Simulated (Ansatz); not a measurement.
Method: r2SCAN, no spin polarisation; PAW, plane waves to 500 eV, 6×6×6 Γ-centred mesh, cold occupations (width 0.0878 eV) (Ansatz 0.2.0), atoms fixed.

Computed maps in the lattice plane spanned by a (left to right, 4.16 Å, 13 points from zero) and b (bottom to top, 4.16 Å, 13 points from zero), 90° apart, at height 0.000 along c. The fields are smooth PAW ones with compensation charges, not the true ones near nuclei.

Valence density. Digits on a logarithmic scale: 0 up to 0.03 e/Å³, each further digit a factor of 1.6, 9 from 1.3 e/Å³ up:
```
4444799997444
4444589985444
5443456654344
8754444444457
9985444444589
9996444444699
9996444444699
9985444444589
8754444444457
5443456654344
4444589985444
4444799997444
4445899998544
```

Question: The cell is YbScSi. Which atoms lie within 0.2 Å of this plane, and where (fractions of a and b)?

Answer: Sc at (0.50, 0.00), Sc at (0.00, 0.50). The whole cell:
```
CELL_PARAMETERS angstrom
0.00000 4.15884 0.00000
4.15884 0.00000 0.00000
2.07942 2.07942 -7.60418
ATOMIC_POSITIONS crystal
Sc 0.50000 0.00000 0.00000
Sc 0.00000 0.50000 0.00000
Si 0.12000 0.12000 0.76000
Si 0.88000 0.88000 0.24000
Yb 0.32490 0.32490 0.35020
Yb 0.67510 0.67510 0.64980
```

Origin: a known structure type with other elements, at an estimated volume, so it need not be a known compound. Caveats: no spin polarisation, so a magnetic state may lie lower; f levels without a U or exact exchange are poorly placed.
